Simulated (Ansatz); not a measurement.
BaSn5: pressure against volume

BaSn5, P6/mmm, a = 5.334 Å, c = 7.057 Å. The structure is a Materials Project entry; whether it is the stable form wasn't checked. Ansatz: PBEsol, PAW, 420 eV, Γ-centred 12×12×6 mesh on 6 atoms, Gaussian smearing 0.10 eV; no spin polarisation. Shape and atoms are relaxed at each volume; pressure is positive in compression.

| V (Å³/atom) | P (GPa) |
| --- | --- |
| 27.245 | 2.94 |
| 28.114 | 1.33 |
| 28.984 | 0.00 |
| 29.853 | -1.13 |
| 30.723 | ? |

Task: Take V0 = 28.984 Å³/atom, fit the third-order Birch–Murnaghan form to the other rows, and predict the missing pressure.

Result: With the Eulerian strain f = ½[(V0/V)^(2/3) − 1] and y = P/[3f(1 + 2f)^(5/2)], the form is the line y = B0 + 1.5 B0 (B0′ − 4) f. Rows (f, y): 0.02106, 42.0; 0.01026, 41.1; -0.00975, 40.6. Means f = 0.007190, y = 41.233; Σ(Δf)² = 0.0004888, ΣΔfΔy = 0.02095; the slope is their ratio. y = 40.93 + 42.87 f GPa, so B0 = 40.9 GPa and B0′ = 4 + 2 × (42.87)/(3 × 40.93) = 4.70. At V = 30.723, f = -0.01905, y = 40.11 and P = -2.08 GPa. The run gave -2.06 GPa, so the fit is 0.02 GPa too low, a small miss on the scale of the series. The form still works here, 33 % of the fitted range beyond its end.